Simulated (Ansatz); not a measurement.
TaAs:
```yaml
crystal:
  lattice:
    - [-1.73141, 1.73141, 5.86744]
    - [1.73141, -1.73141, 5.86744]
    - [1.73141, 1.73141, -5.86744]
  atoms:
    - { symbol: Ta, position: [0.75017, 0.25017, 0.50000] }
    - { symbol: Ta, position: [0.00017, 0.00017, 0.00000] }
    - { symbol: As, position: [0.33243, 0.83243, 0.50000] }
    - { symbol: As, position: [0.58243, 0.58243, 0.00000] }
```

Relaxed with PBE.

Map the valence electron density (e/Å³), cut off at 3 on the plane through (0.750, 0.250, 0.500) spanned by u = [1, 1, 0] and v = [1, 0, 1] in lattice vectors, from PBE (plane waves, PAW; program Ansatz).

x is the fraction of u, y of v (the angle between them is 90°; rows are the nearest grid lines); atoms in the plane: Ta at (0.00, 0.00), Ta at (0.75, 0.50), As at (0.58, 0.00), As at (0.33, 0.50).
```
|9993000000000000000069999310000000003999|
|9993000000000000000059999210000000003999|
|9972000000000000000039997210000000002899|
|9941000000001100000014973110000000001499|
|4310000000011111000012221111222100000134|
|1100000000013442100001111112676200000011|
|0000000000128994100000000016999610000000|
|0000000000149999210000000029999920000000|
|0000000000169999310000000039999930000000|
|0000000000169999310000000039999930000000|
|0000000000149999210000000029999920000000|
|0000000000128994100000000016999610000000|
|1100000000013442100001111112676200000011|
|4310000000011111000012221111222100000134|
|9941000000001100000014973110000000001499|
|9972000000000000000039997210000000002899|
|9993000000000000000059999210000000003999|
|9993000000000000000069999310000000003999|
```
Scale: ten equal steps from 0.070 (start of '0') to 3.00 (end of '9'), in the order '0123456789'; x runs from 0.000 to 1.00, y from 0.000 (bottom) to 1.00 (top).

The density is the valence pseudo-density with augmentation charge, so density and ELF within about 1 Å of a nucleus are not all-electron values.

Space group I4_1md. Symmetry was held in the PBE relaxation; of distortions, only those at the zone centre were tested. No spin polarisation was allowed. Spin–orbit coupling is left out wherever it is not named.

Potentials: the later of the program's two PAW sets.
